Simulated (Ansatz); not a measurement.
Recipe of this trial structure of TaTe2H: random cell by space group and Wyckoff sites (I4mm, No. 107). Its size is a rough estimate.

Space group I4mm (No. 107). a = 6.524 Å, b = 6.524 Å, c = 5.110 Å, α = 90.00°, β = 90.00°, γ = 90.00°
```
atom  site  symmetry       x       y       z
  Ta    2a       4mm  0.0000  0.0000  0.8031
  Te    4b      2mm. 0.0000  0.5000  0.5574
   H    2a       4mm  0.0000  0.0000  0.3195
```

All numbers below come from DFT PBE, scalar-relativistic, plane waves, PAW in Ansatz 0.2.0. Cutoff 420 eV, Gaussian smearing, Γ-centred meshes. Cell and atoms relax first on a coarse mesh and then on a finer one. In between, the cell is made exact in the group found at 0.06 Å. In metals the finer mesh still leaves noise of several meV/atom or more. The steps can't lower the symmetry of their start. No spin polarisation.

A guess keeps its type if space group and coordination stay and the shape of the cell changes little (axis ratios within about 15 %, angles within 6°); the volume may change.

Q: Does it keep its structure type, or change into something else?

A: It doesn't keep its type. The symmetry stays I4mm (No. 107). The volume per atom shrinks by 23.3 %, from 27.2 to 20.8 Å³. The shortest distance goes from 2.47 Å (Ta–H) to 1.74 Å (Ta–H). The ratio c/a of the conventional cell changes by a factor of 1.69. Counting neighbours within 15 % of an atom's shortest distance, the start has H 2, Ta 2, Te 2 and the end H 1, Ta 1, Te 2. In detail, at the end Ta is surrounded by 1 H at 1.74 Å and 8 Te at 2.93–3.09 Å; Te has 2 H at 2.52 Å and 4 Ta at 2.93–3.09 Å; H is surrounded by 1 Ta at 1.74 Å and 4 Te at 2.52 Å.

```
CELL_PARAMETERS angstrom
-2.50686 2.50686 3.31615
2.50686 -2.50686 3.31615
2.50686 2.50686 -3.31615
ATOMIC_POSITIONS crystal
Ta 0.26058 0.26058 0.00000
Te 0.98944 0.48944 0.50000
Te 0.48944 0.98944 0.50000
H 0.52313 0.52313 0.00000
```

Energies over the elements count from the elements' standard structures at the same level (H₂ as a molecule), with no fitted energy shifts.

Q: At what energy does it end?

A: +0.10 eV/atom. The separate elements lie lower, so it is unstable against them.

The last run used a 14×14×14 mesh for its 4-atom cell and Gaussian smearing of 0.10 eV. These runs have no spin–orbit coupling, which can matter for Ta and Te. The reference form of Te is held partly by dispersion forces, which this level lacks. With hydrogen, zero-point motion can shift formation energies by some tens of meV/atom. A structure relaxed within its symmetry needn't be a true minimum.
